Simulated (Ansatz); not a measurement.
Starting cell, InSb (zinc blende):

```yaml
crystal:
  lattice:
    - [0.00000, 3.25957, 3.25957]
    - [3.25957, 0.00000, 3.25957]
    - [3.25957, 3.25957, 0.00000]
  atoms:
    - { symbol: Sb, position: [0.75000, 0.75000, 0.75000] }
    - { symbol: In, position: [0.00000, 0.00000, 0.00000] }
```

In this cell atom 1 (Sb, nearest neighbour In at 2.823 Å; its periodic images, 4.6 Å or more away, move with it) is moved by s along Cartesian [110], unit vector (0.707, 0.707, 0.000); all other atoms and the cell stay fixed.

The numbers are results of PBEsol (plane waves to 420 eV, PAW, scalar-relativistic; Ansatz, a program for electronic structure), not measurements. k mesh 10×10×10 (Γ-centred), Fermi-Dirac smearing 0.05 eV. The energy includes the smearing's −TS. With partly filled bands, energies and forces of such displacements shift with the k mesh and the smearing. At this level the bands of InSb touch or barely overlap; measurements give the solid a gap. InSb was relaxed with its symmetry unable to fall. Spin-orbit coupling is left out, though Sb is heavy. ΔE is measured from the undisplaced structure. The last digit holds for this mesh only.

```csv
s (Å),ΔE (meV/cell)
-0.560,1102.6
-0.448,withheld
-0.336,377.8
-0.224,165.7
-0.112,41.1
0.000,0.0
0.112,41.1
0.224,165.7
0.336,377.8
0.448,withheld
0.560,1102.6
```

Task: Fit an even polynomial form (powers 2, 4, 6) to the given rows and predict ΔE at s = -0.448.

Result: Least squares on the 9 given rows: ΔE = (3270)·s² + (618.8)·s⁴ + (529.2)·s⁶, in meV/cell with s in Å; root-mean-square residual 0.03 meV/cell. At -0.448 the fit gives 685.5 meV/cell; the calculation gives 686.3 meV/cell, so the interpolation is off by -0.8 (-0.1 %). The quadratic term alone would give 656.3 meV/cell.

(For displaced atoms, the force is minus the slope of the energy, and its curvature is a force constant, which sets phonon frequencies.)
